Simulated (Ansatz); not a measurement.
Consider the following.

HfH2:
```
HfH2
1.0
   -1.73221     1.73221     2.15439
    1.73221    -1.73221     2.15439
    1.73221     1.73221    -2.15439
Hf H
1 2
Cartesian
  0.00000   0.00000   0.00000
  1.73221   0.00000   1.07719
  0.00000   1.73221   1.07719
```

This is the r²SCAN-relaxed structure.

All from the program Ansatz at the r²SCAN level (PAW), unless another level is named. Give the electronic character.

metallic (no gap).

And the formation energy from the elements (no fitted shifts)?

-0.53 eV/atom.

And the density of states at the Fermi level?

0.15 states/eV per atom (mean over ±0.08 eV).

Space group I4/mmm. The first step of the workflow began from a Materials Project structure, measured or hypothetical; the Crystallography Open Database files this formula in space group No. 139, but the cells were not matched. Its standing as an ambient phase is unchecked. Symmetry was held in the r²SCAN relaxation; whether a distortion lowers the energy is not shown. The run is not spin-polarised. The references are the lowest solids computed at this level, not always the standard phases (solids in place of the gases). Scalar-relativistic: spin–orbit coupling is off unless named, which matters more the heavier the elements.

Potentials: the later of the program's two PAW sets.
